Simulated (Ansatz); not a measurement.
Data:

Zr (hcp, Mg type)

```
Zr
1.0
    6.49204     0.00000     0.00000
   -1.62301     2.81113     0.00000
    0.00000     0.00000     5.15071
Zr
4
Direct
  0.16667   0.66667   0.75000
  0.66667   0.66667   0.75000
  0.33333   0.33333   0.25000
  0.83333   0.33333   0.25000
```

Scan: atom 4 (Zr, nearest neighbour Zr at 3.185 Å; its periodic images, 3.2 Å or more away, move with it) is displaced along Cartesian [110], direction (0.707, 0.707, 0.000) in Cartesian axes, by s. The other atoms stay.

These are r2SCAN (plane waves to 500 eV, PAW, scalar-relativistic; Ansatz, a first-principles code) values and carry that method's errors. k mesh 13×13×7 (Γ-centred), Fermi-Dirac smearing 0.05 eV. E stands for the smeared free energy. Left out: 4 of 11 points, with atoms too close for the PAW data. With partly filled bands, energies and forces of such displacements shift with the k mesh and the smearing. Zr is run without spin polarisation. Zr was relaxed with its symmetry unable to fall. ΔE is measured from the undisplaced structure.

The scan covers s from -0.576 to 0.576 Å in 7 points.

Is this a single well or a double well?

A single well with its minimum at or next to zero displacement.

What is the force constant k = d²E/ds² of this move at s = 0?

5.83 eV/Å².

(For displaced atoms, the force is minus the slope of the energy, and its curvature is a force constant, which sets phonon frequencies.)
